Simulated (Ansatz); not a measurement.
AlNi (CsCl type, Pm-3m) at seven volumes, PBE in the plane-wave PAW code Ansatz, scaled uniformly. One row is withheld.

```json
[
 {"V (Å³/atom)": "11.015", "P (GPa)": "18.42"},
 {"V (Å³/atom)": "11.378", "P (GPa)": "11.26"},
 {"V (Å³/atom)": "11.741", "P (GPa)": "5.18"},
 {"V (Å³/atom)": "12.104", "P (GPa)": "0.00"},
 {"V (Å³/atom)": "12.467", "P (GPa)": "-4.41"},
 {"V (Å³/atom)": "12.831", "P (GPa)": "-8.17"},
 {"V (Å³/atom)": "13.194", "P (GPa)": "?"}
]
```

Problem. Fit the shown pressures and predict the withheld one.

Solution. P = (3/2)B₀(x^(7/2) − x^(5/2))[1 + (3/4)(B′ − 4)(x − 1)] with x = (V₀/V)^(2/3). Least squares on the six rows gives V₀ = 12.104 Å³/atom, B₀ = 159 GPa, B′ = 4.35. At V = 13.194, x = 0.9441 and P = -11.37 GPa. The run itself gave -11.36 GPa.

The cell was relaxed with PBE under the symmetry of its start. No spin polarisation was allowed.

Potentials: the earlier of the program's two PAW sets.
